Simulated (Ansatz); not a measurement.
A geometry of Mg3Sb2 away from equilibrium: step 2 of the relaxation of a relaxed Mg3Sb2 cell, doubled along one cell vector, shaken by Gaussian noise of σ = 0.08 Å a coordinate. Computed with r2SCAN (plane waves to 500 eV, PAW, scalar-relativistic; Ansatz, a program for electronic structure). Γ-centred k-mesh 8×4×5 on the run's cell (coarser than for final values), Fermi–Dirac smearing 0.05 eV.

```xyz
10
Lattice="4.5393 0.0367 -0.0330 -4.4758 7.8635 0.0514 -0.0523 0.0168 7.2441" Properties=species:S:1:pos:R:3:forces:R:3 pbc="T T T" free_energy=-37559.844 pressure_GPa=0.7
Sb    -0.0190     2.6880     1.6807   -0.0545   -0.0006   -0.1277
Sb    -2.2435     6.6261     1.6939   -0.0565   -0.3078   -0.2611
Sb     2.2134     1.3733     5.5414    0.1662   -0.1225    0.1207
Sb     0.0384     5.3188     5.5401    0.0592    0.0000    0.2916
Mg     0.0253    -0.0130    -0.0359   -0.0700    0.0947   -0.0495
Mg    -2.2619     4.0048     0.0497    0.0324   -0.0855   -0.0074
Mg    -0.0488     2.6685     4.6369   -0.0755    0.0276   -0.1843
Mg    -2.2197     6.6121     4.5777   -0.1463    0.0728    0.1230
Mg     2.2600     1.3270     2.5792   -0.0026    0.3760    0.1895
Mg     0.0123     5.3069     2.6708    0.1476   -0.0547   -0.0948
```

Positions in Å, forces in eV/Å, free energy of the cell in eV (comparable only within this code, potentials and settings). Largest force: 0.42 eV/Å, on Mg9 (atoms numbered as listed); the geometry lies 0.01 eV/atom above the end of its relaxation.

No spin polarisation in the result.
